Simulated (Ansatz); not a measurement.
HgS:
```
CELL_PARAMETERS angstrom
      0.00000     2.99570     2.99570
      2.99570     0.00000     2.99570
      2.99570     2.99570     0.00000
ATOMIC_POSITIONS crystal
  S  0.75000 0.75000 0.75000
  Hg 0.00000 0.00000 0.00000
```

Relaxed with PBE. Special points in fractions of this cell's reciprocal vectors: Γ (0.000, 0.000, 0.000); X (0.500, 0.000, 0.500); U (0.625, 0.250, 0.625); K (0.375, 0.375, 0.750); L (0.500, 0.500, 0.500); W (0.500, 0.250, 0.750).

### Question
List the band energies nearest the Fermi level at these points for PBE with spin–orbit coupling (plane waves, PAW; program Ansatz).

### Answer
In eV from the Fermi level; about four levels below and three above (degenerate sets whole), none deeper than 8.9 eV; points with the same levels are listed once.

```
k                    below                above
-  -----------------------  -------------------
Γ  -0.05 -0.05 -0.05 -0.05  0.04 0.04 5.04 5.04
X  -2.16 -2.16 -2.03 -2.03  3.10 3.10 3.51 3.51
U  -2.72 -2.44 -1.73 -1.65       3.17 3.20 4.67
L  -0.90 -0.90 -0.87 -0.87  1.53 1.53 6.22 6.22
W  -2.65 -2.38 -2.23 -1.93       3.56 3.60 5.22
```

Space group F-43m (zinc blende). The cell was relaxed with PBE under the symmetry of its start; of distortions, only those at the zone centre were tested. The Fermi level of a semimetal is unsure by some 0.05 eV on such meshes.

Potentials: the later of the program's two PAW sets.
